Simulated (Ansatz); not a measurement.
BiPd: stiffness from a series of strains

```xyz
4
Lattice="4.2300 0.0000 0.0000 -2.1150 3.6633 0.0000 0.0000 0.0000 5.6900" Properties=species:S:1:pos:R:3 pbc="T T T"
Bi    0.0000    2.4422    1.4225
Bi    2.1150    1.2211    4.2675
Pd    0.0000    0.0000    0.0000
Pd    0.0000    0.0000    2.8450
```

Atoms are numbered in the order listed.

The conventional cell has a = 4.230 Å, b = 4.230 Å, c = 5.690 Å, α = 90.00°, β = 90.00°, γ = 120.00°. Bi (atom 1) is surrounded by 6 Pd at 2.83 Å. Pd (atom 3) has 6 Bi at 2.83 Å and 2 Pd at 2.85 Å as nearest neighbours.

The cell is COD entry 9004224, as deposited and not checked against the literature; nothing was relaxed.

Spin polarisation is left out, and whether a magnetic state lies lower isn't shown here.

No spin–orbit coupling, which matters for the heavy atoms here.

Method: DFT, PBEsol, all-electron LAPW, scalar-relativistic (Ansatz 0.2.0).

Numerical set-up: a Γ-centred 9×9×6 k mesh, Fermi–Dirac smearing of 0.03 eV, basis error target 0.5 meV/atom, no spin polarisation.

The strain is applied along the Cartesian axes of the cell as listed (the other components stay zero). Fractional coordinates are held (clamped ions).

σ is the change of stress from the unstrained cell, which is at 0.20 GPa; tension is positive, so slopes are stress–strain coefficients at that pressure. In a metal the k mesh adds noise.

Only quantities that a quadratic follows smoothly over the whole series are listed; rougher ones are left out.

| εxx = εyy | σzz (GPa) | σxx (GPa) |
| --- | --- | --- |
| -0.0200 | -3.93 | -5.19 |
| 0.0000 | 0.00 | 0.00 |
| 0.0100 | 1.70 | 2.14 |
| 0.0200 | 3.15 | 4.07 |

(1) Fit the series and read off the stiffness at zero strain.

(2) One run, at εxx = εyy = -0.0100, is withheld. Predict its row.

Answers

(1) Least-squares fits y = p0 + p1 x + p2 x² to the rows give σzz (GPa): p1 = 177, p2 = -1000; σxx (GPa): p1 = 231, p2 = -1400. So C13 + C23 = 177 GPa and C11 + C12 = 231 GPa, for these axes.

(2) The fits give -1.86, -2.46; the run gave -1.88, -2.43.
